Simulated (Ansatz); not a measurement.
# GeCl5: from a guess to a relaxed structure

Computed with DFT PBE, scalar-relativistic, plane waves, PAW in Ansatz. Cutoff 420 eV, Gaussian smearing, Γ-centred meshes. Cell and atoms relax first on a coarse mesh and then on a finer one. In between, the cell is made exact in the group found at 0.06 Å. In metals the finer mesh still leaves noise of several meV/atom or more. The steps can't lower the symmetry of their start. No spin polarisation.

The cell of GeCl5 is invented: random cell by space group and Wyckoff sites (P-3m1, No. 164). Lengths were set from tabulated atomic sizes, so they are only a guess.

```
CELL_PARAMETERS angstrom
4.92885 0.00000 0.00000
-2.46443 4.26851 0.00000
0.00000 0.00000 8.13712
ATOMIC_POSITIONS crystal
Ge 0.00000 0.00000 0.00000
Cl 0.33333 0.66667 0.22764
Cl 0.66667 0.33333 0.77236
Cl 0.50000 0.00000 0.50000
Cl 0.00000 0.50000 0.50000
Cl 0.50000 0.50000 0.50000
```

Formation energies are uncorrected and refer to the elements' standard structures at the same level (Cl₂ as a molecule).

Problem. What does it relax into?

Solution. The symmetry stays P-3m1 (No. 164). The volume per atom grows by 24.4 %, from 28.5 to 35.5 Å³. The shortest distance stays 2.46 Å (Cl–Cl). The ratio c/a of the conventional cell changes by a factor of 1.25. The energy falls by about 0.74 eV/atom (the start's value is from the coarse mesh). The end is written in a standard setting, so origin, axes and order of atoms can differ from the start's. Conventional cell: a = 4.923 Å, c = 10.148 Å. Ge is surrounded by 6 Cl at 2.98 Å; Cl on a site of symmetry 3m is surrounded by 3 Ge at 2.98 Å and 3 Cl at 3.36 Å; Cl on a site of symmetry 2/m is surrounded by 4 Cl at 2.46 Å.

```
CELL_PARAMETERS angstrom
4.92262 0.00000 0.00000
-2.46131 4.26311 0.00000
0.00000 0.00000 10.14813
ATOMIC_POSITIONS crystal
Ge 0.00000 0.00000 0.00000
Cl 0.33333 0.66667 0.08844
Cl 0.66667 0.33333 0.91156
Cl 0.50000 0.00000 0.50000
Cl 0.00000 0.50000 0.50000
Cl 0.50000 0.50000 0.50000
```

Problem. How does it come out in energy, and is it a metal?

Solution.

- Formation energy: −0.01 eV/atom
- Gap on the 12×12×4 mesh of the 6-atom cell: 0 eV (a metal)

The formation energy is too near zero to say whether this cell lies below the elements.

The last run used Gaussian smearing of 0.10 eV. The k mesh leaves some 4 meV/atom of noise in the energy of each metallic cell. Weakly bound directions are ill-defined at this level, which has no dispersion term. An odd number of electrons in the primitive cell allows no gap without spin; a larger cell or a magnetic state could open one. A structure relaxed within its symmetry needn't be a true minimum. In all, the 4 runs took 9.3 min on 1 thread of Intel(R) Xeon(R) Processor @ 2.50GHz (Skylake/Cascade Lake) (shared host). Another cell of GeCl5 relaxed alike, in P6/mmm, lies 152 meV/atom lower, so this cell isn't the stable form at this level.
